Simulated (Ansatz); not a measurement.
# Guessed and relaxed cells of SnH2

A trial structure of SnH2 was built thus: perovskite family, tilts a0a0a0, rock order on A (Fm-3m, No. 225) (A site Sn vacant; B site Sn; X site H). The dimensions are guesses.

start.cif

```cif
data_structure
_symmetry_space_group_name_H-M 'Fm-3m'
_symmetry_Int_Tables_number 225
_cell_length_a 8.6003
_cell_length_b 8.6003
_cell_length_c 8.6003
_cell_angle_alpha 90.000
_cell_angle_beta 90.000
_cell_angle_gamma 90.000
_cell_volume 636.13
loop_
_atom_site_label
_atom_site_type_symbol
_atom_site_symmetry_multiplicity
_atom_site_Wyckoff_symbol
_atom_site_fract_x
_atom_site_fract_y
_atom_site_fract_z
_atom_site_occupancy
Sn1 Sn 4 a 0.00000 0.00000 0.00000 1
Sn2 Sn 8 c 0.25000 0.25000 0.75000 1
H1 H 24 d 0.00000 0.75000 0.75000 1
```

Method: DFT PBE, scalar-relativistic, plane waves, PAW in Ansatz. Cutoff 420 eV, Gaussian smearing, Γ-centred meshes. Cell and atoms relax first on a coarse mesh and then on a finer one. In between, the cell is made exact in the group found at 0.06 Å. In metals the finer mesh still leaves noise of several meV/atom or more. The steps can't lower the symmetry of their start. No spin polarisation.

end.cif

```cif
data_structure
_symmetry_space_group_name_H-M 'Fm-3m'
_symmetry_Int_Tables_number 225
_cell_length_a 8.2184
_cell_length_b 8.2184
_cell_length_c 8.2184
_cell_angle_alpha 90.000
_cell_angle_beta 90.000
_cell_angle_gamma 90.000
_cell_volume 555.09
loop_
_atom_site_label
_atom_site_type_symbol
_atom_site_symmetry_multiplicity
_atom_site_Wyckoff_symbol
_atom_site_fract_x
_atom_site_fract_y
_atom_site_fract_z
_atom_site_occupancy
Sn1 Sn 4 a 0.00000 0.00000 0.00000 1
Sn2 Sn 8 c 0.25000 0.25000 0.75000 1
H1 H 24 d 0.00000 0.75000 0.75000 1
```

The symmetry stays Fm-3m (No. 225). The volume per atom shrinks by 12.7 %, from 17.7 to 15.4 Å³. The shortest distance goes from 2.15 Å (Sn–H) to 2.05 Å (Sn–H).

For SnH2, the volume per atom is 15.42 Å³. The density is 4.33 g/cm³, the energy over the elements is +0.52 eV/atom and the gap on the 8×8×8 mesh of the 9-atom cell is 0 eV (a metal).

The zero of energy is the elements' standard structures at the same level (H₂ as a molecule); no fitted shifts are applied. The references include grey tin. A positive value: parting into the elements would lower its energy.

The last run used Gaussian smearing of 0.10 eV. With hydrogen, zero-point motion can shift formation energies by some tens of meV/atom. A structure relaxed within its symmetry needn't be a true minimum. In all, the 3 runs took 33 s on 1 thread of Intel(R) Xeon(R) Platinum 8259CL CPU @ 2.50GHz (Skylake/Cascade Lake) (shared host).
